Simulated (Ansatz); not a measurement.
**CsVBr₃ (P6_3/mmc)**

All numbers are calculated (PBEsol+U, U_eff = 3.0 eV (Dudarev form) on V d, fully localised double counting, collinear spin, scalar-relativistic, 420 eV, PAW set soft_2 (made for PBE), 3×3×3 mesh, Gaussian smearing of 0.05 eV) with the plane-wave PAW code Ansatz.

```
Cs V Br
1.0
     7.57000    0.00000    0.00000
    -3.78500    6.55581    0.00000
     0.00000    0.00000    6.32000
Cs V Br
2 2 6
Direct
  0.33333 0.66667 0.75000
  0.66667 0.33333 0.25000
  0.00000 0.00000 0.00000
  0.00000 0.00000 0.50000
  0.16000 0.32000 0.25000
  0.84000 0.16000 0.75000
  0.68000 0.84000 0.25000
  0.84000 0.68000 0.75000
  0.16000 0.84000 0.25000
  0.32000 0.16000 0.75000
```

The structure is that of a cell as deposited in COD, unrelaxed.

Cell and atoms stay fixed. Atoms count from 1 in the text and from 0 in parts of the program's output.

Two runs on this cell converged from different starts. The ends of their outputs, energies left out (λ are the eigenvalues of a shell's occupation matrix):

Run A:

```
Magnetization: 0.0000 μB (43.0000 up, 43.0000 down)
Absolute magnetization: 6.2673 μB (∫|ρ↑−ρ↓|, with the PAW one-centre terms)
Per-site moments (μB) at R_I (Å): [(0.00000, 1.56173), (0.00000, 1.56173), (2.52881, 1.08335), (-2.52881, 1.08335), (0.00000, 1.08335), (0.00000, 1.08335), (0.00000, 1.08335), (0.00000, 1.08335), (0.00000, 1.08335), (0.00000, 1.08335)]
Fermi energy:    6.038225 eV
--- Forces (eV/Å), atoms counted from 1 ---
  atom   1  Cs     0.00000000     0.00000000    -0.00000004
  atom   2  Cs     0.00000000     0.00000000     0.00000004
  atom   3  V      0.00000000     0.00000000     0.00000000
  atom   4  V      0.00000000     0.00000000     0.00000000
  atom   5  Br     0.00000000     0.09447639     0.00000002
  atom   6  Br    -0.08181896     0.04723820    -0.00000002
  atom   7  Br    -0.08181896    -0.04723820     0.00000002
  atom   8  Br     0.00000000    -0.09447639    -0.00000002
  atom   9  Br     0.08181896    -0.04723820     0.00000002
  atom  10  Br     0.08181896     0.04723820    -0.00000002
--- Stress (GPa, compression-positive) ---
        0.075048       0.000000       0.000000
        0.000000       0.075048       0.000000
        0.000000       0.000000       0.312736
  P = ⅓ Tr σ = 0.1543 GPa (1.543 kbar)
--- Löwdin populations: 10 sites ---
  site symbol       q [e]    m [muB]
     0     Cs      8.2725     0.0000
     1     Cs      8.2725     0.0000
     2      V     12.2311     2.9764
     3      V     12.2311    -2.9764
     4     Br      7.4320     0.0000
     5     Br      7.4320     0.0000
     6     Br      7.4320     0.0000
     7     Br      7.4320     0.0000
     8     Br      7.4320     0.0000
     9     Br      7.4320     0.0000
--- Occupation matrices: 2 shells (run DFT+U table (all-electron-ortho-atomic); ε = 1.67e-3) ---
  V2 d_3D up     Tr n = 3.3239  λ = 0.188 0.188 0.969 0.990 0.990
  V2 d_3D dn     Tr n = 0.3797  λ = 0.032 0.032 0.055 0.130 0.130
  V3 d_3D up     Tr n = 0.3797  λ = 0.032 0.032 0.055 0.130 0.130
  V3 d_3D dn     Tr n = 3.3239  λ = 0.188 0.188 0.969 0.990 0.990
```

Run B:

```
Magnetization: 2.0000 μB (44.0000 up, 42.0000 down)
Absolute magnetization: 3.8789 μB (∫|ρ↑−ρ↓|, with the PAW one-centre terms)
Per-site moments (μB) at R_I (Å): [(0.00038, 1.56173), (0.00038, 1.56173), (0.86877, 1.08335), (0.86877, 1.08335), (-0.00966, 1.08335), (-0.00966, 1.08335), (-0.00966, 1.08335), (-0.00966, 1.08335), (-0.00966, 1.08335), (-0.00966, 1.08335)]
--- Magnetisation constraints (ε_frz = 1.0e-4 eV) ---
  site  kind          target   achieved (μB)  |Δ|max (μB)  g (eV/μB)  λ_eff  esc  ok  flags
  cell  total_moment  +3.0000  +2.0000        1.00e0        0.00e0    0.000  0    —   released
Fermi energy:    6.452831 eV
--- Forces (eV/Å), atoms counted from 1 ---
  atom   1  Cs     0.00000000     0.00000000     0.00000000
  atom   2  Cs     0.00000000     0.00000000     0.00000000
  atom   3  V      0.00000000     0.00000000     0.00000000
  atom   4  V      0.00000000     0.00000000     0.00000000
  atom   5  Br     0.00000000     0.06699016     0.00000000
  atom   6  Br    -0.05801518     0.03349508     0.00000000
  atom   7  Br    -0.05801518    -0.03349508     0.00000000
  atom   8  Br     0.00000000    -0.06699016     0.00000000
  atom   9  Br     0.05801518    -0.03349508     0.00000000
  atom  10  Br     0.05801518     0.03349508     0.00000000
--- Stress (GPa, compression-positive) ---
       -0.017359       0.000000       0.000000
        0.000000      -0.017359       0.000000
        0.000000       0.000000       0.622606
  P = ⅓ Tr σ = 0.1960 GPa (1.960 kbar)
--- Löwdin populations: 10 sites ---
  site symbol       q [e]    m [muB]
     0     Cs      8.2720     0.0034
     1     Cs      8.2720     0.0034
     2      V     12.2360     1.0250
     3      V     12.2360     1.0250
     4     Br      7.4278    -0.0139
     5     Br      7.4278    -0.0139
     6     Br      7.4278    -0.0139
     7     Br      7.4278    -0.0139
     8     Br      7.4278    -0.0139
     9     Br      7.4278    -0.0139
--- Occupation matrices: 2 shells (run DFT+U table (all-electron-ortho-atomic); ε = 8.37e-3) ---
  V2 d_3D up     Tr n = 2.3608  λ = 0.045 0.171 0.171 0.987 0.987
  V2 d_3D dn     Tr n = 1.3474  λ = 0.037 0.037 0.147 0.147 0.980
  V3 d_3D up     Tr n = 2.3608  λ = 0.045 0.171 0.171 0.987 0.987
  V3 d_3D dn     Tr n = 1.3474  λ = 0.037 0.037 0.147 0.147 0.980
```

**Question.** Which run lies higher in energy, by how much, and why?

**Answer.** Run B, by 201.4 meV/atom. Run B has 3 filled d spin orbitals, 1 more of one spin than of the other, a gap of 1.14 eV and a whole-number cell moment of 2 μB, as a collinear insulator must have; run A has 3 d electrons in filled orbitals, 3 of them unpaired, the high-spin filling, a gap of 3.30 eV. Run B kept 24 symmetry operations, run A 12. On V3, N↑ − N↓ is 1.01 in size in run B against 2.94 in run A: with fewer parallel spins, run B lacks part of the exchange energy behind Hund's first rule. They differ in magnetic order (signs of the magnetic ions' moments, up to an overall flip, +− in run A, ++ in run B) and in their orbitals (elements of the occupation matrices differ by up to 0.93). A third run (ferromagnetic start, free, symmetry kept, no search) has the order of run B and the orbitals of run A (matrices equal within 0.02); it lies 16.7 meV/atom higher than run A, and run B lies 184.7 meV/atom higher than it. So of the 201.4 meV/atom the spin state and orbitals give 184.7 and the order of the moments 16.7: the difference is almost all the shell's spin state. With J = 0 the Hubbard energy is (U/2) Σ λ(1 − λ), a penalty on fractional natural occupations. The sums Σ λ(1 − λ) over the cell's shells are 1.39 for run A and 1.38 for run B, which at U/2 = 1.50 eV give 2.088 and 2.075 eV per cell. The two differ by 0.013 eV, within U times the program's tolerance on the occupations (0.008), so the Hubbard term itself makes little of the difference of 2.01 eV per cell, though U shapes both states.

Run B started from: total moment held at first, then free, 3.00 μB per cell, moments V3 1.50; V4 1.50 μB. Run A started from: antiferromagnetic start, free, moments V3 3.00; V4 -3.00 μB, occupations held for 8 iterations. At this level the cell was started in 17 ways, of which 1 didn't converge. Run A holds the lowest state found for this cell, which doesn't make it the ground state. Spin–orbit coupling is left out. U is one value of a scan, not fitted to this compound, so the states needn't resemble the real material's. Gaps are Kohn–Sham gaps over the k-mesh alone and may be smaller between its points.
